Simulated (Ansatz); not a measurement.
## What DFT gives for SbMo$_{3}$

```
Sb Mo
1.0
     2.84595    0.00000    0.00000
     0.00000    4.56790    0.00000
     0.00000    0.00000    4.93310
Sb Mo
1 3
Cartesian
  0.0000 0.0000 4.8104
  1.4230 0.0000 2.4666
  0.0000 2.2839 3.1970
  1.4230 2.2839 0.7901
```

Single point in Ansatz 0.2.0 with r2SCAN, no spin polarisation. Cutoff 500 eV, PAW datasets, 12×8×7 Γ-centred k mesh, fermi-dirac filling (width 0.1 eV).

Problem. Give the Bader charges.

Solution. Bader charges in e: Sb -0.41, Mo +0.11 to +0.15. In the mean Mo gives up most and Sb takes most, against the order of Pauling's electronegativities.

Problem. Is the cell too large or too small?

Solution. The pressure is 12.5 GPa (compression positive), so with the atoms held at these fractions the cell would first expand; the forces are large, so a full relaxation may end otherwise. The principal stresses 2.2, 9.9, 25.5 GPa differ, so its shape would change too.

Problem. What is the formation energy?

Solution. 0.53 eV an atom against the elements' usual phases (free molecules for gases, crystals otherwise, with no correction for O₂ or N₂), so at this geometry it isn't bound against them. Relaxing would lower it.

Problem. What happens at the Fermi level?

Solution. It is a metal, with about 3.6 states/eV a cell as the mean within 0.25 eV of the Fermi level, mostly Mo d (87 %).

Problem. Where is the largest force?

Solution. The largest is on Mo2: 1.79 eV/Å, components (0.00, 0.00, -1.79). It makes 149° with the line to a nearest neighbour, Sb1 at 2.74 Å, pointing away from it.

Origin: a known structure type with other elements, at an estimated volume, so it need not be a known compound. Caveats: atoms or cell far from equilibrium.
